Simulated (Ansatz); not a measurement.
AlN:
Space group P6₃mc (No. 186); a = 3.1065 Å, b = 3.1065 Å, c = 4.9782 Å, α = 90.00°, β = 90.00°, γ = 120.00°

| atom | site | symmetry | x | y | z |
|---|---|---|---|---|---|
| Al | 2b | 3m. | 0.6667 | 0.3333 | 0.4992 |
| N | 2b | 3m. | 0.3333 | 0.6667 | 0.3808 |

Relaxed with r²SCAN. 

Question: HSE06 on this cell (Ansatz, an electronic-structure program, PAW) gives a gap of 5.60 eV. What does r²SCAN give?

Answer: 4.87 eV.

Cost on shared cores: the r²SCAN run (SCF on a 10×10×6 mesh, then bands and DOS) very roughly 20 core-seconds, the HSE06 run (SCF on 8×8×4, then a few points) very roughly 70 core-seconds; the tasks are unlike.

Space group P6_3mc (wurtzite). Symmetry was held in the r²SCAN relaxation; phonons on a q-mesh show no instability.

Potentials: the earlier of the program's two PAW sets.

Ansatz is a plane-wave DFT program.
